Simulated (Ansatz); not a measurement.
NiO (CsCl type, Pm-3m) at seven volumes, the program Ansatz at the PBE level (PAW), scaled uniformly. One row is withheld.

| V (Å³/atom) | P (GPa) |
|---|---|
| 7.994 | ? |
| 8.258 | 13.70 |
| 8.521 | 6.28 |
| 8.785 | 0.00 |
| 9.048 | -5.30 |
| 9.312 | -9.79 |
| 9.575 | -13.58 |

Problem. Fit the shown pressures and predict the withheld one.

Solution. P = (3/2)B₀(x^(7/2) − x^(5/2))[1 + (3/4)(B′ − 4)(x − 1)] with x = (V₀/V)^(2/3). Least squares on the six rows gives V₀ = 8.785 Å³/atom, B₀ = 192 GPa, B′ = 4.60. At V = 7.994, x = 1.0649 and P = 22.52 GPa. The run itself gave 22.48 GPa.

The cell is a constructed one: a structure type filled with these elements; neither database checked (COD, Materials Project) lists it. It is not the phase usual at ambient conditions (space group No. 225). The PBE relaxation kept the symmetry of its start, as lowered by the spin order; whether a distortion lowers the energy is not shown. The final state is antiferromagnetic, chosen from 3 collinear starts compared on coarse meshes (ties went to the first, and starts can fall back to one state), not a proven ground state. No Hubbard U is applied.

Potentials: the later of the program's two PAW sets.
